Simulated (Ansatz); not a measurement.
Nb2AlC:
```
Nb2AlC
1.0
    3.09047     0.00000     0.00000
   -1.54524     2.67643     0.00000
    0.00000     0.00000    13.84448
Al Nb C
2 4 2
Direct
  0.33333   0.66667   0.75000
  0.66667   0.33333   0.25000
  0.33333   0.66667   0.08911
  0.66667   0.33333   0.91089
  0.66667   0.33333   0.58911
  0.33333   0.66667   0.41089
  0.00000   0.00000   0.00000
  0.00000   0.00000   0.50000
```

This is the PBEsol-relaxed structure. Cartesian axes are those of the cell as given.

Question: All from plane-wave PAW PBEsol (Ansatz code), unless another level is named. Estimate the bulk modulus (Birch–Murnaghan fit).

Answer: 180 GPa.

Question: And the elastic constants (relaxed ions, GPa)?

Answer: C11 = 332, C12 = 100, C13 = 124, C33 = 308, C44 = 148.

Question: What about the highest zone-centre frequency?

Answer: 653 cm^-1.

Space group P6_3/mmc. The workflow started from a Materials Project entry (that database holds measured and hypothetical structures alike); the Crystallography Open Database copy checked does not list it. Its standing as an ambient phase is unchecked. The cell was relaxed with PBEsol under the symmetry of its start; of distortions, only those at the zone centre were tested. No spin polarisation was allowed. As this level gives no gap, shear constants depend on the k-mesh and smearing (Fermi–Dirac, 0.1 eV here). As this level gives no gap, phonon frequencies hold no LO–TO term and depend on the k-mesh and smearing (Fermi–Dirac, 0.1 eV here). On the denser mesh and wider smearing of the elastic run this cell carries a stress of 0.3 GPa.

Potentials: the later of the program's two PAW sets.
